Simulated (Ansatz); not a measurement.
SnO2 (rutile, P4_2/mnm), r²SCAN in the plane-wave PAW code Ansatz. The conduction-band minimum lies at Γ, with 1 equivalent valley. Second derivatives d²E/dk² of the lowest band at one valley (eV·Å²), along Cartesian directions:

| direction | d²E/dk² |
|---|---|
| [100] | 39.26 |
| [010] | 33.14 |
| [001] | 33.14 |
| [110] | 36.21 |
| [101] | 36.21 |
| [011] | 33.14 |

Task: Find the principal effective masses, the density-of-states mass and the conductivity mass.

Result: Off-diagonal terms follow from H_xy = H[110] − (H_xx + H_yy)/2, and m*/mₑ = 7.620 eV·Å² over each eigenvalue: 0.19, 0.23, 0.23. One valley's DOS mass (m₁m₂m₃)^(1/3) = 0.22, conductivity mass 3/(Σ 1/mᵢ) = 0.22 mₑ.

Task: What effective density of states Nc follows at 300 K for parabolic valleys?

Result: Nc = 2.509e19 × 1 × (0.22)^(3/2) ≈ 2.6e18 cm⁻³.

Task: With the computed static dielectric constant 11.2 (mean of the diagonal), estimate a hydrogenic donor's binding energy and radius.

Result: E = 13.606 eV × 0.22/11.2² ≈ 24 meV; a = 0.529 Å × ε/m* ≈ 27 Å. Semilocal masses tend to be too small when the gap is underestimated.

The r²SCAN relaxation kept the symmetry of its start. Point labels and valley counts follow the cell and symmetry of the run, lower than the named group. Spin–orbit coupling is left out wherever it is not named.

Potentials: the earlier of the program's two PAW sets.
